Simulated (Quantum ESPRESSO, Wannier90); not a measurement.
**TiPd$_{3}$ (Cu3Au type), plane waves to Wannier functions**

Structure: Materials Project mp-636328, symmetrised, not relaxed again. COD (Crystallography Open Database) has an entry of this formula and space group (matched by these alone). Method: PBEsol plane waves in Quantum ESPRESSO 7.5 (PseudoDojo norm-conserving files, 68 Ry, no spin polarisation, no spin-orbit coupling), Bloch states on a 4×4×4 mesh through Γ, Wannier90 4.0.1. Density: 12×12×12 mesh, cold smearing 0.01 Ry.

On the energy scale of pw.x, whose zero is arbitrary, the Fermi level lies at 19.61 eV.

Input w.win:

```
num_bands = 1
num_wann = 1
exclude_bands = 1-3,5-57
num_iter = 1000
conv_tol = 1.0e-6
conv_window = 4
write_hr = true
write_u_matrices = true
auto_projections = true
begin unit_cell_cart
ang
    3.8976600000    0.0000000000    0.0000000000
    0.0000000000    3.8976600000    0.0000000000
    0.0000000000    0.0000000000    3.8976600000
end unit_cell_cart
begin atoms_frac
Ti   0.0000000000  0.0000000000  0.0000000000
Pd   0.0000000000  0.5000000000  0.5000000000
Pd   0.5000000000  0.0000000000  0.5000000000
Pd   0.5000000000  0.5000000000  0.0000000000
end atoms_frac
mp_grid = 4 4 4
begin kpoints
0.0000000000 0.0000000000 0.0000000000
0.0000000000 0.0000000000 0.2500000000
0.0000000000 0.0000000000 0.5000000000
... (61 more lines: the 4x4x4 mesh through Gamma)
end kpoints
```

Input of pw2wannier90.x that gives the overlap and projection files (equivalent; here they were cut from one run over all bands):

```
&inputpp
  outdir = './out'
  prefix = 'pwscf'
  seedname = 'w'
  write_amn = .true.
  write_mmn = .true.
  atom_proj = .true.
  atom_proj_exclude = 2 3 4 5 6 7 8 9 10 11 12 13 14 15 16 17 18 19 20 21 22 23 24 25 26 27 28 29 30 31 32 33 34 35 36 37
/
```

Output w.wout (banner and timings cut):

```
                                    ------
                                    SYSTEM
                                    ------

                              Lattice Vectors (Ang)
                    a_1     3.897660   0.000000   0.000000
                    a_2     0.000000   3.897660   0.000000
                    a_3     0.000000   0.000000   3.897660

                   Unit Cell Volume:      59.21229  (Ang^3)

                        Reciprocal-Space Vectors (Ang^-1)
                    b_1     1.612040   0.000000   0.000000
                    b_2     0.000000   1.612040   0.000000
                    b_3     0.000000   0.000000   1.612040

 *----------------------------------------------------------------------------*
 |   Site       Fractional Coordinate          Cartesian Coordinate (Ang)     |
 +----------------------------------------------------------------------------+
 | ti   1   0.00000   0.00000   0.00000   |    0.00000   0.00000   0.00000    |
 | pd   1   0.00000   0.50000   0.50000   |    0.00000   1.94883   1.94883    |
 | pd   2   0.50000   0.00000   0.50000   |    1.94883   0.00000   1.94883    |
 | pd   3   0.50000   0.50000   0.00000   |    1.94883   1.94883   0.00000    |
 *----------------------------------------------------------------------------*
                                ------------
                                K-POINT GRID
                                ------------

             Grid size =  4 x  4 x  4      Total points =   64

 *---------------------------------- MAIN ------------------------------------*
 |  Number of Wannier Functions               :                 1             |
 |  Number of Objective Wannier Functions     :                 1             |
 |  Number of input Bloch states              :                 1             |
 |  Output verbosity (1=low, 5=high)          :                 1             |
 |  Timing Level (1=low, 5=high)              :                 1             |
 |  Optimisation (0=memory, 3=speed)          :                 3             |
 |  Length Unit                               :               Ang             |
 |  Post-processing setup (write *.nnkp)      :                 F             |
 |  Using Gamma-only branch of algorithms     :                 F             |
 *----------------------------------------------------------------------------*
 *------------------------------- WANNIERISE ---------------------------------*
 |  Total number of iterations                :              1000             |
 |  Number of CG steps before reset           :                 5             |
 |  Trial step length for line search         :             2.000             |
 |  Convergence tolerence                     :         0.100E-05             |
 |  Convergence window                        :                 4             |
 |  Iterations between writing output         :                 1             |
 |  Iterations between backing up to disk     :               100             |
 |  Write r^2_nm to file                      :                 F             |
 |  Write xyz WF centres to file              :                 F             |
 |  Write on-site energies <0n|H|0n> to file  :                 F             |
 |  Use guiding centre to control phases      :                 F             |
 |  Use phases for initial projections        :                 F             |
 *----------------------------------------------------------------------------*
 *-------------------------------- PLOTTING ----------------------------------*
 |  Plotting Hamiltonian in WF basis          :                 T             |
 *----------------------------------------------------------------------------*

       ... (k-mesh section left out)

 Starting a new Wannier90 calculation ...

 Reading overlaps from w.mmn

 Reading projections from w.amn

 *------------------------------- WANNIERISE ---------------------------------*
 +--------------------------------------------------------------------+<-- CONV
 | Iter  Delta Spread     RMS Gradient      Spread (Ang^2)            |<-- CONV
 +--------------------------------------------------------------------+<-- CONV

 ------------------------------------------------------------------------------
 Initial State
  WF centre and spread    1  (  0.000000,  0.000000, -0.000000 )     0.32550340
  Sum of centres and spreads (  0.000000,  0.000000, -0.000000 )     0.32550340

      0     0.326E+00     0.0000000000        0.3255034019  <-- CONV
        O_D=      0.0000000 O_OD=      0.0000000 O_TOT=      0.3255034 <-- SPRD
 ------------------------------------------------------------------------------
      1     0.000E+00     0.0000000000        0.3255034019  <-- CONV
        O_D=      0.0000000 O_OD=      0.0000000 O_TOT=      0.3255034 <-- SPRD
      2     0.000E+00     0.0000000000        0.3255034019  <-- CONV
        O_D=      0.0000000 O_OD=      0.0000000 O_TOT=      0.3255034 <-- SPRD
      3     0.000E+00     0.0000000000        0.3255034019  <-- CONV
        O_D=      0.0000000 O_OD=      0.0000000 O_TOT=      0.3255034 <-- SPRD
      4     0.000E+00     0.0000000000        0.3255034019  <-- CONV
        O_D=      0.0000000 O_OD=      0.0000000 O_TOT=      0.3255034 <-- SPRD
             <<<     Delta < 1.000E-06  over  4 iterations     >>>
             <<< Wannierisation convergence criteria satisfied >>>
 Final State
  WF centre and spread    1  (  0.000000,  0.000000, -0.000000 )     0.32550340
  Sum of centres and spreads (  0.000000,  0.000000, -0.000000 )     0.32550340

         Spreads (Ang^2)       Omega I      =     0.325503402
        ================       Omega D      =     0.000000000
                               Omega OD     =     0.000000000
    Final Spread (Ang^2)       Omega Total  =     0.325503402
```
